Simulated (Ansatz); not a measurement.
## Field gradients at the nuclei in Mg5ZnN4

The cell is a computed structure from the Materials Project (it need not be an observed phase), taken as it stands.

```
Mg Zn N
1.0
     6.75934    0.00000    0.00000
     0.00000    7.14736    0.00000
     0.00000    0.00000    5.18338
Mg Zn N
10 2 8
Direct
  0.25259 0.30086 0.75062
  0.25259 0.69914 0.75062
  0.74742 0.30086 0.75062
  0.74742 0.69914 0.75062
  0.24741 0.19914 0.24938
  0.24741 0.80086 0.24938
  0.75258 0.19914 0.24938
  0.75258 0.80086 0.24938
  0.50000 0.50000 0.27757
  0.00000 0.00000 0.72243
  0.00000 0.50000 0.27331
  0.50000 0.00000 0.72669
  0.74874 0.50000 0.04707
  0.25126 0.50000 0.04707
  0.75126 0.00000 0.95293
  0.24874 0.00000 0.95293
  0.50000 0.25202 0.49736
  0.50000 0.74798 0.49736
  0.00000 0.24798 0.50264
  0.00000 0.75202 0.50264
```

Sites (sets of like atoms) are named by element and the number of their first atom in this list.

The numbers come from a DFT calculation in Ansatz (r2SCAN, plane waves and PAW, scalar-relativistic, 500 eV cutoff, Γ-centred 4×4×6 k-points, Fermi–Dirac smearing 0.02 eV).

Conventions: |V_zz| ≥ |V_yy| ≥ |V_xx|, η = (V_xx − V_yy)/V_zz, C_Q = eQV_zz/h. Directions are in the Cartesian axes of the cell vectors above, for the atom listed; none is given where the gradient is under 0.02 or η is above 0.95.

(1) Which values are expected at the nuclei?

## Answers

(1) 

```tsv
site	first atom	first shell	V_zz (10²¹ V/m²)	η	direction of V_zz (x, y, z)
Mg1	1	4 N at 2.09–2.39 Å	2.49	0.88	-0.04 0.81 -0.59
Mg9	9	4 N at 2.06–2.11 Å	-0.54	0.62	1.00 0.00 0.00
Zn	11	4 N at 2.06–2.16 Å	-2.63	0.85	1.00 0.00 0.00
N13	13	5 Mg at 2.06–2.39 Å, 1 Zn at 2.06 Å	-2.61	0.13	0.83 0.00 -0.56
N17	17	5 Mg at 2.11–2.17 Å, 1 Zn at 2.16 Å	1.35	0.06	0.00 0.89 -0.45
```

At N17 V_zz points along its one bond to Zn (within 7°).

With these PAW files V_zz is typically within 2 to 3 % of all-electron values, but misses above 10 % occur on Zn.
